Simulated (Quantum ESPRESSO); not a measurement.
**Band energies of HgS**

```
CELL_PARAMETERS angstrom
      0.00000     2.90484     2.90484
      2.90484     0.00000     2.90484
      2.90484     2.90484     0.00000
ATOMIC_POSITIONS crystal
  S  0.75000 0.75000 0.75000
  Hg 0.00000 0.00000 0.00000
```

LDA (Quantum ESPRESSO, PseudoDojo norm-conserving, 60 Ry, scalar-relativistic); path ΓXWKΓLUWLK,UX; energies in eV from the Fermi level.

```csv
k (1/Å),point,band 9,band 10,band 11,band 12,band 13,band 14,band 15,band 16
0.00,Γ,-6.33,-6.33,-0.67,-0.02,-0.02,-0.02,5.79,5.79
0.32,,-6.38,-6.30,-1.91,-0.60,-0.60,1.34,4.65,6.45
0.76,,-6.34,-6.20,-3.97,-2.01,-2.01,2.94,3.30,7.90
1.08,X,-6.16,-5.89,-5.07,-2.49,-2.49,3.09,3.14,8.24
1.62,W,-6.40,-5.50,-5.39,-3.03,-2.47,3.76,5.08,6.54
2.00,K,-6.25,-5.68,-5.32,-3.07,-2.01,3.19,4.50,7.85
2.42,,-6.37,-6.22,-4.15,-2.41,-0.95,2.60,5.66,5.83
2.84,,-6.36,-6.32,-2.00,-0.62,-0.18,1.06,5.15,6.07
3.15,Γ,-6.33,-6.33,-0.67,-0.02,-0.02,-0.02,5.79,5.79
3.57,,-6.33,-6.33,-2.75,-0.46,-0.46,1.14,5.26,6.32
3.88,,-6.28,-6.28,-4.75,-0.94,-0.94,1.39,6.24,6.56
4.09,L,-6.26,-5.92,-5.80,-1.06,-1.06,1.40,6.56,6.56
4.31,,-6.27,-5.92,-5.60,-1.73,-1.23,2.07,5.82,6.86
4.64,,-6.27,-5.80,-5.26,-3.02,-1.84,3.15,4.76,7.52
4.75,U,-6.25,-5.68,-5.32,-3.07,-2.01,3.19,4.50,7.85
5.04,,-6.37,-5.56,-5.34,-3.03,-2.41,3.69,4.92,6.71
5.13,W,-6.40,-5.50,-5.39,-3.03,-2.47,3.76,5.08,6.54
5.42,,-6.35,-5.84,-5.25,-2.79,-1.86,3.24,5.22,6.29
5.71,,-6.27,-5.92,-5.64,-1.59,-1.19,1.94,5.96,6.65
5.90,L,-6.26,-5.92,-5.80,-1.06,-1.06,1.40,6.56,6.56
6.06,,-6.26,-5.92,-5.67,-1.48,-1.16,1.82,6.04,6.73
6.31,,-6.27,-5.89,-5.32,-2.62,-1.58,2.87,5.12,7.10
6.56,K,-6.25,-5.68,-5.32,-3.07,-2.01,3.19,4.50,7.85
6.56,U,-6.25,-5.68,-5.32,-3.07,-2.01,3.19,4.50,7.85
6.94,X,-6.16,-5.89,-5.07,-2.49,-2.49,3.09,3.14,8.24
```

At this level the gap is closed or nearly so: along the path the highest valence and lowest conduction bands touch, or overlap by less than 0.6 eV, a zero-gap or semimetallic result; the valence top lies at Γ, the conduction bottom at Γ. Semilocal functionals close the gaps of some narrow-gap semiconductors, so this alone doesn't show that the compound has none.

Without spin-orbit coupling, band edges of such heavy elements can be off by tenths of an eV.

Geometry relaxed with LDA.

This is not the ordinary phase of the substance.
